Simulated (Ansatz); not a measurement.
W$_{3}$N$_{4}$ (space group Pm-3m)

```
CELL_PARAMETERS angstrom
      4.15584     0.00000     0.00000
      0.00000     4.15584     0.00000
      0.00000     0.00000     4.15584
ATOMIC_POSITIONS crystal
  N  0.50000 0.50000 0.50000
  N  0.50000 0.00000 0.00000
  N  0.00000 0.50000 0.00000
  N  0.00000 0.00000 0.50000
  W  0.50000 0.50000 0.00000
  W  0.00000 0.50000 0.50000
  W  0.50000 0.00000 0.50000
```

The atoms are displaced by Q × the pattern below (from a DFPT mode at Γ, largest move 1; Q in Å), at fixed cell. It is one choice among 3 degenerate patterns.

```json
[
 {"atom": "N1", "x": "0.000", "y": "0.000", "z": "1.000"},
 {"atom": "N2", "x": "0.000", "y": "0.000", "z": "-0.428"},
 {"atom": "N3", "x": "0.000", "y": "0.000", "z": "-0.428"},
 {"atom": "N4", "x": "0.000", "y": "0.000", "z": "-0.121"},
 {"atom": "W5", "x": "0.000", "y": "0.000", "z": "0.389"},
 {"atom": "W6", "x": "0.000", "y": "0.000", "z": "-0.195"},
 {"atom": "W7", "x": "0.000", "y": "0.000", "z": "-0.195"}
]
```

The numbers are results of LDA (plane waves to 420 eV, PAW, scalar-relativistic; Ansatz, an electronic-structure program), not measurements. k mesh 11×11×11 (Γ-centred), Fermi-Dirac smearing 0.05 eV. E stands for the smeared free energy. With partly filled bands, energies and forces of such displacements shift with the k mesh and the smearing. Spin-orbit coupling is left out, though W is heavy. W3N4 is run without spin polarisation. W3N4 was relaxed with its symmetry unable to fall. The zero of ΔE is the undisplaced structure. The last digit holds for this mesh only.

```tsv
Q (Å)	ΔE (meV/cell)
-0.4400	372.6
-0.3667	9.7
-0.2933	-170.8
-0.2200	-211.3
-0.1467	withheld
-0.0733	-52.2
0.0000	0.0
0.0733	-52.2
0.1467	withheld
0.2200	-211.3
0.2933	-170.8
0.3667	9.7
0.4400	372.6
```

Fit an even polynomial form (powers 2, 4, 6) to the given rows and predict ΔE at Q = -0.1467.

Least squares on the 11 given rows: ΔE = (-7664)·Q² + (76850)·Q⁴ + (-141300)·Q⁶, in meV/cell with Q in Å; root-mean-square residual 7.67 meV/cell. At -0.1467 the fit gives -130.8 meV/cell; the calculation gives -150.3 meV/cell, so the interpolation is off by 19.5 (+13.0 %). The quadratic term alone would give -164.9 meV/cell: it is negative, as the undisplaced cell is unstable along this move.

(For displaced atoms, the force is minus the slope of the energy, and its curvature is a force constant, which sets phonon frequencies.)
